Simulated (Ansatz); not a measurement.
Relaxed-ion elastic tensor of BPt (NiAs type, P6_3/mmc) in GPa (Voigt order), DFT-PBEsol in the program Ansatz with PAW potentials; density 15.76 g/cm³, 10.85 Å³ per atom.

```
     1    2    3     4     5     6
-  ---  ---  ---  ----  ----  ----
1  373  246  250   0.0   0.0   0.0
2  246  373  250   0.0   0.0   0.0
3  250  250  317   0.0   0.0   0.0
4  0.0  0.0  0.0  53.0   0.0   0.0
5  0.0  0.0  0.0   0.0  53.0   0.0
6  0.0  0.0  0.0   0.0   0.0  63.6
```

Problem. Is the crystal mechanically stable?

Solution. Yes: the smallest eigenvalue of C is 53.0 GPa.

Problem. Work out the Voigt, Reuss and Hill averages.

Solution. K_V = 284, K_R = 282, K_H = 283; G_V = 55.0, G_R = 53.6, G_H = 54.3 GPa.

Problem. Give Young's modulus, Poisson's ratio, Pugh's ratio and the universal anisotropy index.

Solution. E = 9KG/(3K + G) = 153 GPa; ν = 0.41; K/G = 5.21 (ductile by the Pugh limit of 1.75); A_U = 5G_V/G_R + K_V/K_R − 6 = 0.14.

Problem. Estimate the sound speeds and the Debye temperature.

Solution. v_l = √((K + 4G/3)/ρ) = 4750 m/s, v_t = √(G/ρ) = 1860 m/s, mean 2100 m/s; Θ = (h/k)(3n/4πV)^(1/3) v_m = 283 K.

Problem. Solve the Christoffel equation for the three sound speeds along x, y, z.

Solution. Eigenvalues of C_ijkl n_j n_l equal ρv². In km/s, slowest first: x 1.83, 2.01, 4.86; y 1.83, 2.01, 4.86; z 1.83, 1.83, 4.49.

Problem. How much does each axis shrink under pressure?

Solution. Linear compressibilities β_i = Σ_j S_ij (j = 1 to 3): x 0.94, y 0.94, z 1.7 per TPa.

The workflow started from an entry of the Crystallography Open Database (COD). Its standing as an ambient phase is unchecked. The PBEsol relaxation kept the symmetry of its start; of distortions, only those at the zone centre were tested. The run is not spin-polarised. As this level gives no gap, shear constants depend on the k-mesh and smearing (Fermi–Dirac, 0.1 eV here). Scalar-relativistic: spin–orbit coupling is off unless named, which matters more the heavier the elements.

Potentials: the later of the program's two PAW sets.
